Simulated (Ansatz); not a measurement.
The relaxed structure here is a generated cell of Bi: the first start was made by placing the elements on the sites of a structure type, and the end was not matched to a known phase here, so it may be hypothetical. Known forms of Bi include space group No. 166.

A relaxed cell of Bi (Cmcm (No. 63)), relaxed on a k-mesh at least as fine as the one used below. Method: PBEsol (plane waves to 420 eV, PAW, scalar-relativistic; Ansatz, a quantum-chemistry and plane-wave program). Γ-centred k-mesh 10×10×5 on the run's cell (coarser than for final values), Fermi–Dirac smearing 0.05 eV.

```yaml
crystal:
  lattice:
    - [4.64569, -4.49591, 0.00000]
    - [4.64569, 0.00000, 0.00000]
    - [0.00000, 0.00000, 6.34723]
  atoms:
    - { symbol: Bi, position: [0.43535, 0.06465, 0.75000] }
    - { symbol: Bi, position: [0.93535, 0.06465, 0.75000] }
    - { symbol: Bi, position: [0.56465, 0.93535, 0.25000] }
    - { symbol: Bi, position: [0.06465, 0.93535, 0.25000] }
```

The atoms are displaced along an unstable phonon of this cell by (Å):

| atom | ux | uy | uz |
|---|---|---|---|
| Bi1 | 0.000 | 0.000 | 0.150 |
| Bi2 | 0.000 | 0.000 | -0.150 |
| Bi3 | 0.000 | 0.000 | -0.150 |
| Bi4 | 0.000 | 0.000 | 0.150 |

### Question
What forces (eV/Å) and pressure result?

### Answer
```tsv
atom	Fx	Fy	Fz
Bi1	0.00	0.05	-0.43
Bi2	0.00	0.05	0.43
Bi3	0.00	-0.05	0.43
Bi4	0.00	-0.05	-0.43
```

Pressure +1.4 GPa.

The undisplaced cell is probably no minimum: from this displacement the run went on to I4/mmm (No. 139), 0.02 eV/atom below it.

No spin polarisation in the result.
